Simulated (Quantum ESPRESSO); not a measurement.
pw.x input (Quantum ESPRESSO 7.5; PBEsol, PseudoDojo standard norm-conserving files, scalar-relativistic):

```
&CONTROL
  calculation = 'scf'
  pseudo_dir = './pseudo'
  outdir = './out'
  tprnfor = .true.
  tstress = .true.
/
&SYSTEM
  ibrav = 0
  nat = 5
  ntyp = 4
  ecutwfc = 84.0
  ecutrho = 336.0
  occupations = 'smearing'
  smearing = 'fd'
  degauss = 0.002
  nbnd = 17
/
&ELECTRONS
  conv_thr = 5e-10
/
ATOMIC_SPECIES
Li 6.9400 Li.upf
B 10.8100 B.upf
N 14.0070 N.upf
Mg 24.3050 Mg.upf
CELL_PARAMETERS angstrom
 -1.909655000000   1.909655000000   4.443520000000
  1.909655000000  -1.909655000000   4.443520000000
  1.909655000000   1.909655000000  -4.443520000000
ATOMIC_POSITIONS crystal
Li   0.250000000000   0.750000000000   0.500000000000
B   0.500000000000   0.500000000000   0.000000000000
N   0.651260000000   0.651260000000   0.000000000000
N   0.348740000000   0.348740000000  -0.000000000000
Mg   0.750000000000   0.250000000000   0.500000000000
K_POINTS automatic
10 10 10 0 0 0
```

End of the output:

```
     total energy              =    -180.48311805 Ry
     estimated scf accuracy    <       0.00000003 Ry
     total energy              =    -180.48311807 Ry
     estimated scf accuracy    <          6.8E-09 Ry
     total energy              =    -180.48311807 Ry
     estimated scf accuracy    <          2.2E-09 Ry
[...]
     the Fermi energy is     3.9123 ev
!    total energy              =    -180.48311807 Ry
     estimated scf accuracy    <          6.2E-11 Ry
     smearing contrib. (-TS)   =      -0.00000000 Ry
     internal energy E=F+TS    =    -180.48311807 Ry
     The total energy is F=E-TS. E is the sum of the following terms:
     one-electron contribution =    -135.75723482 Ry
     hartree contribution      =      70.79439414 Ry
     xc contribution           =     -33.52575888 Ry
     ewald contribution        =     -81.99451850 Ry
     convergence has been achieved in  11 iterations
     Forces acting on atoms (cartesian axes, Ry/au):
     atom    1 type  1   force =     0.00000000    0.00000000    0.00000000
     atom    2 type  2   force =     0.00000000    0.00000000    0.00000000
     atom    3 type  3   force =     0.00000000    0.00000000    0.00639087
     atom    4 type  3   force =     0.00000000    0.00000000   -0.00639087
     atom    5 type  4   force =     0.00000000    0.00000000    0.00000000
     Total force =     0.009038     Total SCF correction =     0.000013
     Computing stress (Cartesian axis) and pressure
          total   stress  (Ry/bohr**3)                   (kbar)     P=      -17.00
  -0.00014196   0.00000000   0.00000000          -20.88        0.00        0.00
   0.00000000  -0.00014196   0.00000000            0.00      -20.88        0.00
  -0.00000000  -0.00000000  -0.00006281           -0.00       -0.00       -9.24
```
In a gapped system the printed Fermi energy is only some level inside the gap.

Geometry of the Materials Project entry, not relaxed at this level.
